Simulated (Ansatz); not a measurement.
Ta$_{2}$Te, a known structure type with other elements, at an estimated volume

```
Ta Te
1.0
     3.63661    0.00000    0.00000
    -1.81830    3.14939    0.00000
     0.00000    0.00000    5.79159
Ta Te
2 1
Direct
  0.33330 0.66670 0.25201
  0.66670 0.33330 0.74799
  0.00000 0.00000 0.00000
```

Single point in Ansatz 0.2.0 with PBE, no spin polarisation. Cutoff 420 eV, PAW datasets, 11×11×6 Γ-centred k mesh, fermi-dirac filling (width 0.1 eV).

(1) How is the charge shared?

(2) Which atom feels the largest force, and which way?

(3) Is it stable against the elements?

(4) Is there a gap?

Origin: a known structure type with other elements, at an estimated volume, so it need not be a known compound. Caveats: atoms or cell far from equilibrium.

Answers

(1) Bader charges in e: Ta +0.57, Te -1.14. In the mean Ta gives up most and Te takes most.

(2) The largest is on Ta1 (and as large on other atoms): 4.62 eV/Å, components (0.00, 0.00, 4.62). It makes 125° with the line to a nearest neighbour, Te3 at 2.56 Å.

(3) 1.53 eV an atom against the elements' usual phases (free molecules for gases, crystals otherwise, with no correction for O₂ or N₂), so at this geometry it isn't bound against them. Relaxing would lower it.

(4) It is a metal, with about 2.5 states/eV a cell as the mean within 0.25 eV of the Fermi level, mostly Ta d (92 %).
